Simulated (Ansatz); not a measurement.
**IrP (zincblende structure)**

Method: PBE, scalar-relativistic; no spin polarisation; PAW, 420 eV, 12×12×12 k-mesh, Gaussian smearing of 0.05 eV; code Ansatz; PAW files: Ansatz's generated set soft_2.

```xyz
2
Lattice="0.0000 2.6258 2.6258 2.6258 0.0000 2.6258 2.6258 2.6258 0.0000" Properties=species:S:1:pos:R:3 pbc="T T T"
Ir    0.0000    0.0000    0.0000
P     1.3129    1.3129    1.3129
```

The structure was built from a prototype; whether the compound forms in it isn't claimed.

The cell above was scaled in volume, its shape and atoms being fixed by the lattice's symmetry. Energies are counted from the cell above.

Cell and atoms are those of this level's equilibrium.

```tsv
V (Å³/atom)	ΔE (meV/atom)	P (GPa)
17.11	31.4	10.8
17.38	15.9	7.5
17.74	3.7	3.5
18.11	0.0	-0.1
18.47	4.0	-3.3
18.83	14.8	-6.2
19.37	42.1	-9.9
19.92	81.1	-13.0
```

(1) What do the points give for the equilibrium volume, the bulk modulus and its pressure derivative (third-order Birch–Murnaghan)?

Answer:

(1) V0 = 18.09 Å³/atom, B0 = 170 GPa, B0′ = 4.7.

B0·V0 = 169.7 GPa × 18.09 Å³ = 19.16 eV/atom sets the scale: near the minimum ΔE ≈ ½ B0 V0 x², with x = V/V0 − 1, and a pressure of 1.7 GPa squeezes the volume by about 1 %. At the ends of the curve: x = −5.4 % predicts 28.2 meV/atom and the run gives 31.4; x = +10.1 % predicts 97.4 meV/atom and the run gives 81.1. Compression costs more and expansion less than the parabola says, since the crystal stiffens as it shrinks; B0′ measures that.

Scalar-relativistic only: spin–orbit splittings of the heavy atoms' levels are missing. The run is a metal.
